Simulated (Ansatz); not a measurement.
A geometry of Ni away from equilibrium: the start of the relaxation of a relaxed Ni cell, doubled along one cell vector, shaken by Gaussian noise of σ = 0.08 Å a coordinate. These are PBEsol (plane waves to 420 eV, PAW, scalar-relativistic; Ansatz, a quantum-chemistry and plane-wave program) values and carry that method's errors. Γ-centred k-mesh 8×15×4 on the run's cell (coarser than for final values), Fermi–Dirac smearing 0.05 eV.

```xyz
8
Lattice="4.8943 0.0000 0.0000 -1.2236 2.1193 0.0000 0.0000 0.0000 8.0193" Properties=species:S:1:pos:R:3 pbc="T T T"
Ni    -0.0331    -0.0074     0.1829
Ni     2.4252    -0.0495     0.0859
Ni    -0.0735    -0.1744     3.9108
Ni     2.4325     0.0281     4.0211
Ni     0.0107     1.5063     1.9720
Ni     2.5051     1.3823     2.1480
Ni     1.1175     0.6537     5.9816
Ni     3.6516     0.7034     6.0102
```
Spin-polarised start, with parallel moments on Ni.

Problem. What forces act on the atoms (eV/Å)?

Solution. 
| atom | Fx | Fy | Fz |
|---|---|---|---|
| Ni1 | -0.32 | -0.12 | -1.85 |
| Ni2 | 0.36 | 0.32 | -0.88 |
| Ni3 | 1.67 | 1.82 | 1.90 |
| Ni4 | -1.05 | -1.39 | 0.61 |
| Ni5 | 0.27 | -0.61 | 1.22 |
| Ni6 | -1.03 | 0.06 | -2.06 |
| Ni7 | 0.59 | 0.33 | 0.48 |
| Ni8 | -0.49 | -0.40 | 0.58 |

Problem. What is the pressure?

Solution. +4.6 GPa, compression positive.

Problem. How far above the relaxed end point is this geometry?

Solution. 0.09 eV/atom; the path ends in P6₃/mmc (No. 194) (AFLOW prototype A_hP4_194_ac (A3', as in La)).

Spin state reached: ferromagnetic (net 0.63 μB/atom), from parallel starting moments; other spin orders were not run from this start.

The end of the path is a generated cell of Ni: the first start was made by placing the elements on the sites of a structure type, and the end was not matched to a known phase here, so it may be hypothetical. Known forms of Ni include space group No. 225.
